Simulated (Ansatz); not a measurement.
The relaxed structure here is a generated cell of SrGeO3: the first start was made by placing the elements on the sites of a structure type, and the end was not matched to a known phase here, so it may be hypothetical.

The end point of a relaxation of SrGeO3. Calculation: PBEsol (plane waves to 420 eV, PAW, scalar-relativistic; Ansatz, a program for electronic structure).

```cif
data_Ge2O6Sr2
_chemical_formula_sum 'Sr2 Ge2 O6'
_space_group_name_H-M_alt 'P 1'
_space_group_IT_number 1
_cell_length_a 5.37517
_cell_length_b 5.37517
_cell_length_c 5.37517
_cell_angle_alpha 60.181
_cell_angle_beta 60.181
_cell_angle_gamma 60.181
loop_
_space_group_symop_operation_xyz
  'x, y, z'
loop_
_atom_site_label
_atom_site_type_symbol
_atom_site_fract_x
_atom_site_fract_y
_atom_site_fract_z
_atom_site_occupancy
Sr1 Sr 0.25000 0.25000 0.25000 1
Sr2 Sr 0.75000 0.75000 0.75000 1
Ge1 Ge 0.00000 0.00000 0.00000 1
Ge2 Ge 0.50000 0.50000 0.50000 1
O1 O 0.75000 0.22541 0.27459 1
O2 O 0.27459 0.75000 0.22541 1
O3 O 0.22541 0.27459 0.75000 1
O4 O 0.77459 0.72541 0.25000 1
O5 O 0.25000 0.77459 0.72541 1
O6 O 0.72541 0.25000 0.77459 1
```

Find the space group and the Wyckoff positions (tolerance 0.01 Å).

Space group R-3c, hexagonal axes (No. 167); a = b = 5.390 Å, c = 13.148 Å, α = β = 90.00°, γ = 120.00°

```csv
atom,site,symmetry,x,y,z
Sr,6a,32,0.0000,0.0000,0.2500
Ge,6b,-3.,0.0000,0.0000,0.0000
O,18e,.2,0.4754,0.4754,0.2500
```

This is the AFLOW prototype ABC3_hR10_167_a_b_e (as in LiNbO3).

Give the shortest distances between elements (the closest pairs, up to four, under 3.6 Å).

Ge–O 1.91 Å; O–Sr 2.56 Å; O–O 2.69 Å; Ge–Sr 3.29 Å.

- Volume per atom: 11.03 Å³
- Band gap: 0.80 eV, direct at Γ (no spin-orbit coupling)

No spin polarisation in the result.

The run could not lose the symmetry of its start, so the end can be a saddle point.
